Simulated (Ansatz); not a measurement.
Method: DFT r2SCAN, scalar-relativistic, plane waves, PAW (Ansatz).

Structure of SiO2:

```yaml
crystal:
  lattice:
    - [-4.22353, 4.22353, 4.22353]
    - [4.22353, -4.22353, 4.22353]
    - [4.22353, 4.22353, -4.22353]
  atoms:
    - { symbol: Si, position: [0.50000, 0.00000, 0.78250] }
    - { symbol: Si, position: [0.28250, 0.28250, 0.28250] }
    - { symbol: Si, position: [0.50000, 0.00000, 0.21750] }
    - { symbol: Si, position: [0.71750, 0.71750, 0.71750] }
    - { symbol: Si, position: [0.78250, 0.50000, 0.00000] }
    - { symbol: Si, position: [0.00000, 0.21750, 0.50000] }
    - { symbol: Si, position: [0.21750, 0.50000, 0.00000] }
    - { symbol: Si, position: [0.00000, 0.78250, 0.50000] }
    - { symbol: O, position: [0.68023, 0.93023, 0.75000] }
    - { symbol: O, position: [0.75000, 0.68023, 0.93023] }
    - { symbol: O, position: [0.81977, 0.56977, 0.25000] }
    - { symbol: O, position: [0.75000, 0.18023, 0.43023] }
    - { symbol: O, position: [0.06977, 0.25000, 0.31977] }
    - { symbol: O, position: [0.50000, 0.00000, 0.00000] }
    - { symbol: O, position: [0.25000, 0.81977, 0.56977] }
    - { symbol: O, position: [0.43023, 0.75000, 0.18023] }
    - { symbol: O, position: [0.31977, 0.06977, 0.25000] }
    - { symbol: O, position: [0.18023, 0.43023, 0.75000] }
    - { symbol: O, position: [0.93023, 0.75000, 0.68023] }
    - { symbol: O, position: [0.50000, 0.50000, 0.50000] }
    - { symbol: O, position: [0.25000, 0.31977, 0.06977] }
    - { symbol: O, position: [0.00000, 0.50000, 0.00000] }
    - { symbol: O, position: [0.00000, 0.00000, 0.50000] }
    - { symbol: O, position: [0.56977, 0.25000, 0.81977] }
```

Plane waves to 500 eV, a k mesh through Γ of 4×4×4 on the computed 24-atom cell and Gaussian smearing (0.02 eV); no spin polarisation.

Levels along Γ–H–N–Γ–P–H | P–N, in eV from a zero inside the gap, sorted by energy at each point. Points in fractions of the primitive reciprocal vectors: Γ (0.000 0.000 0.000), H (0.500 -0.500 0.500), N (0.000 0.000 0.500), P (0.250 0.250 0.250).
```tsv
point	k (1/Å, with 2π)	band 61	band 62	band 63	band 64	band 65	band 66	band 67
Γ	0.000	-3.67	-3.37	-3.37	-3.37	3.30	5.57	6.14
-	0.149	-3.63	-3.38	-3.36	-3.36	3.46	5.68	6.10
-	0.297	-3.56	-3.40	-3.35	-3.34	3.92	5.97	5.97
-	0.446	-3.47	-3.37	-3.36	-3.32	4.57	5.87	6.17
-	0.595	-3.37	-3.35	-3.32	-3.30	5.29	5.84	5.92
H	0.744	-3.37	-3.30	-3.30	-3.30	5.84	5.84	5.84
-	0.849	-3.37	-3.31	-3.31	-3.30	5.63	5.63	5.87
-	0.954	-3.38	-3.37	-3.36	-3.31	5.37	5.37	5.95
-	1.059	-3.44	-3.42	-3.38	-3.33	5.14	5.15	6.08
-	1.165	-3.47	-3.47	-3.38	-3.35	5.00	5.00	6.24
N	1.270	-3.49	-3.49	-3.37	-3.37	4.95	4.95	6.35
-	1.375	-3.55	-3.44	-3.38	-3.36	4.44	5.45	6.30
-	1.480	-3.59	-3.40	-3.38	-3.36	3.99	5.85	6.03
-	1.585	-3.62	-3.38	-3.38	-3.36	3.62	5.79	6.04
-	1.691	-3.65	-3.37	-3.37	-3.36	3.38	5.62	6.13
Γ	1.796	-3.67	-3.37	-3.37	-3.37	3.30	5.57	6.14
-	1.925	-3.65	-3.37	-3.37	-3.37	3.42	5.65	6.11
-	2.053	-3.61	-3.38	-3.38	-3.38	3.77	5.88	6.00
-	2.182	-3.56	-3.40	-3.40	-3.40	4.28	5.84	6.22
-	2.311	-3.51	-3.44	-3.44	-3.42	4.88	5.66	5.80
P	2.440	-3.46	-3.46	-3.46	-3.46	5.50	5.50	5.50
-	2.569	-3.52	-3.44	-3.44	-3.42	5.33	5.33	5.41
-	2.698	-3.48	-3.42	-3.42	-3.37	5.31	5.31	5.42
-	2.826	-3.40	-3.38	-3.38	-3.33	5.42	5.42	5.52
-	2.955	-3.38	-3.32	-3.32	-3.31	5.63	5.63	5.69
H	3.084	-3.37	-3.30	-3.30	-3.30	5.84	5.84	5.84
P	3.084	-3.46	-3.46	-3.46	-3.46	5.50	5.50	5.50
-	3.159	-3.48	-3.48	-3.44	-3.44	5.31	5.31	5.71
-	3.233	-3.48	-3.48	-3.41	-3.41	5.15	5.15	5.94
-	3.307	-3.49	-3.49	-3.39	-3.39	5.04	5.04	6.15
-	3.382	-3.49	-3.49	-3.38	-3.38	4.97	4.97	6.30
N	3.456	-3.49	-3.49	-3.37	-3.37	4.95	4.95	6.35
```

This form isn't the usual stable structure of the compound.

Cost: 1 run of about 3.4 core-minutes, on Intel Xeon Platinum 8488C (Sapphire Rapids) (shared hosts).